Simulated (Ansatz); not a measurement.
**CsTlH4, before and after**

The guess for CsTlH4 was made by a generator: perovskite family, Dion-Jacobson layers, n = 1 (P4/mmm, No. 123) (A site Cs; B site Tl; X site H). The dimensions are guesses.

start:

Space group P4/mmm (No. 123). a = 4.836 Å, b = 4.836 Å, c = 7.060 Å, α = 90.00°, β = 90.00°, γ = 90.00°
| atom | site | symmetry | x | y | z |
| --- | --- | --- | --- | --- | --- |
| Cs | 1d | 4/mmm | 0.5000 | 0.5000 | 0.5000 |
| Tl | 1a | 4/mmm | 0.0000 | 0.0000 | 0.0000 |
| H | 2g | 4mm | 0.0000 | 0.0000 | 0.6541 |
| H | 2f | mmm. | 0.5000 | 0.0000 | 0.0000 |

Theory: DFT PBE, scalar-relativistic, plane waves, PAW in Ansatz 0.2.0. Cutoff 420 eV, Gaussian smearing, Γ-centred meshes. Cell and atoms relax first on a coarse mesh and then on a finer one. In between, the cell is made exact in the group found at 0.06 Å. In metals the finer mesh still leaves noise of several meV/atom or more. The steps can't lower the symmetry of their start. No spin polarisation.

end:

Space group P4/mmm (No. 123). a = 4.437 Å, b = 4.437 Å, c = 5.399 Å, α = 90.00°, β = 90.00°, γ = 90.00°
```
atom  site  symmetry       x       y       z
  Cs    1d     4/mmm  0.5000  0.5000  0.5000
  Tl    1a     4/mmm  0.0000  0.0000  0.0000
   H    2g       4mm  0.0000  0.0000  0.5809
   H    2f      mmm.  0.5000  0.0000  0.0000
```

The symmetry stays P4/mmm (No. 123). The volume per atom shrinks by 35.6 %, from 27.5 to 17.7 Å³. The shortest distance goes from 2.18 Å (H–H) to 0.87 Å (H–H). The ratio c/a of the conventional cell changes by a factor of 0.83. The energy falls by about 0.35 eV/atom (the start's value is from the coarse mesh).

| Property | Result |
| --- | --- |
| Volume per atom | 17.72 Å³ |
| Density | 5.33 g/cm³ |
| Formation energy | +0.16 eV/atom |
| Gap on the 10×10×8 mesh of the 6-atom cell | 0 eV (a metal) |

Energies over the elements count from the elements' standard structures at the same level (H₂ as a molecule), with no fitted energy shifts. It can't be a ground state, since the elements alone are lower.

The last run used Gaussian smearing of 0.10 eV. These runs have no spin–orbit coupling, which can matter for Tl. With hydrogen, zero-point motion can shift formation energies by some tens of meV/atom. A structure relaxed within its symmetry needn't be a true minimum. In all, the 3 runs took 49 s on 1 thread of AMD EPYC 9R45 96-Core Processor (Zen 5), on a shared host.
